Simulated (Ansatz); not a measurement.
# Computed map of one atom of the cell: MgS (rock salt)

MgS (rock salt)

```
CELL_PARAMETERS angstrom
      0.00000     2.60256     2.60256
      2.60256     0.00000     2.60256
      2.60256     2.60256     0.00000
ATOMIC_POSITIONS crystal
  S  0.00000 0.00000 0.00000
  Mg 0.50000 0.50000 0.50000
```

In this cell atom 2 (Mg, nearest neighbour S at 2.603 Å; its periodic images, 3.7 Å or more away, move with it) is moved by u·(0.707, 0.707, 0.000) + v·(0.000, 0.000, 1.000); the rest is frozen.

The numbers are results of r2SCAN (plane waves to 500 eV, PAW, scalar-relativistic; Ansatz, a first-principles code), not measurements. k mesh 9×9×9 (Γ-centred), Fermi-Dirac smearing 0.05 eV. E stands for the smeared free energy. Fu and Fv are the components of the force on the atom. MgS was relaxed with its symmetry unable to fall. The PAW data are Ansatz's earlier set. ΔE is measured from the undisplaced structure. Axes are in Å.

ΔE (meV/cell), with u across and v down:

```
v \ u   -0.650  -0.433  -0.217  0.000  0.217  0.433  0.650
------  ------  ------  ------  -----  -----  -----  -----
-0.650    1263    1318    1422   1471   1422   1318   1263
-0.433     824     564     455    428    455    564    824
-0.217     755     343     137     77    137    343    755
0.000      763     304      70      0     70    304    763
0.217      755     343     137     77    137    343    755
0.433      824     564     455    428    455    564    824
0.650     1263    1318    1422   1471   1422   1318   1263
```

Fu (eV/Å), with u across and v down:

```
v \ u   -0.650  -0.433  -0.217  0.000  0.217  0.433  0.650
------  ------  ------  ------  -----  -----  -----  -----
-0.650    0.04   -0.46   -0.42   0.00   0.42   0.46  -0.04
-0.433    1.65    0.79    0.27   0.00  -0.27  -0.79  -1.65
-0.217    2.47    1.38    0.58   0.00  -0.58  -1.38  -2.47
0.000     2.73    1.55    0.66   0.00  -0.66  -1.55  -2.73
0.217     2.47    1.38    0.58   0.00  -0.58  -1.38  -2.47
0.433     1.65    0.79    0.27   0.00  -0.27  -0.79  -1.65
0.650     0.04   -0.46   -0.42   0.00   0.42   0.46  -0.04
```

Read from the data:

| Property | Value |
|---|---|
| Lowest place on the grid | u = 0.000 Å, v = 0.000 Å (0 meV/cell) |
| Highest place on the grid, met at several equal points | u = 0.000 Å, v = -0.650 Å; u = 0.000 Å, v = 0.650 Å (1471 meV/cell) |

(A displaced cell: forces are minus the slopes of the energy, force constants its curvatures, and phonons follow from these.)
